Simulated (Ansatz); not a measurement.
SiO2:
```
SiO2
1.0
    4.94523     0.00000     0.00000
    0.00000     4.94523     0.00000
    0.00000     0.00000     6.87213
Si O
4 8
Cartesian
  1.50442   1.50442   0.00000
  0.96820   3.97704   1.71803
  3.44081   3.44081   3.43607
  3.97704   0.96820   5.15410
  1.17386   0.55885   1.25882
  1.91377   3.64648   2.97686
  3.77137   4.38638   4.69489
  3.03147   1.29875   6.41293
  3.64648   1.91377   3.89528
  4.38638   3.77137   2.17724
  1.29875   3.03147   0.45921
  0.55885   1.17386   5.61331
```

Relaxed with LDA. Special points in fractions of this cell's reciprocal vectors: Γ (0.000, 0.000, 0.000); X (0.000, 0.500, 0.000); M (0.500, 0.500, 0.000); Z (0.000, 0.000, 0.500); R (0.000, 0.500, 0.500); A (0.500, 0.500, 0.500).

Q: List the band energies nearest the valence-band maximum at these points for LDA (plane waves, PAW; program Ansatz).

A: In eV from the valence-band maximum; about four levels below and three above (degenerate sets whole), none deeper than 8.9 eV; points with the same levels are listed once.

```
k                    below                above
-  -----------------------  -------------------
Γ   -0.69 -0.32 -0.32 0.00       5.55 8.63 8.63
X  -0.66 -0.66 -0.50 -0.50  7.62 7.62 9.04 9.04
M  -0.60 -0.60 -0.54 -0.54  8.54 8.54 8.69 8.69
Z  -0.56 -0.56 -0.39 -0.39  6.83 6.83 9.20 9.20
R  -0.94 -0.94 -0.19 -0.19  8.00 8.00 8.78 8.78
A  -0.61 -0.61 -0.61 -0.61  9.05 9.05 9.05 9.05
```

Space group P4_12_12. The LDA relaxation kept the symmetry of its start; phonons on a q-mesh show no instability.

Potentials: the later of the program's two PAW sets.
